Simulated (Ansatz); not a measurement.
HfN (rock salt, Fm-3m) at seven volumes, r²SCAN in the plane-wave PAW code Ansatz, scaled uniformly. One row is withheld.

```csv
V (Å³/atom),P (GPa)
10.545,32.43
10.893,?
11.240,9.15
11.588,-0.01
11.936,-7.84
12.283,-14.54
12.631,-20.26
```

Question: Fit the shown pressures and predict the withheld one.

Answer: P = (3/2)B₀(x^(7/2) − x^(5/2))[1 + (3/4)(B′ − 4)(x − 1)] with x = (V₀/V)^(2/3). Least squares on the six rows gives V₀ = 11.588 Å³/atom, B₀ = 282 GPa, B′ = 4.22. At V = 10.893, x = 1.0421 and P = 19.88 GPa. The run itself gave 19.87 GPa.

The r²SCAN relaxation kept the symmetry of its start; of distortions, only those at the zone centre were tested. No spin polarisation was allowed. Scalar-relativistic: spin–orbit coupling is off unless named, which matters more the heavier the elements.

Potentials: the earlier of the program's two PAW sets.
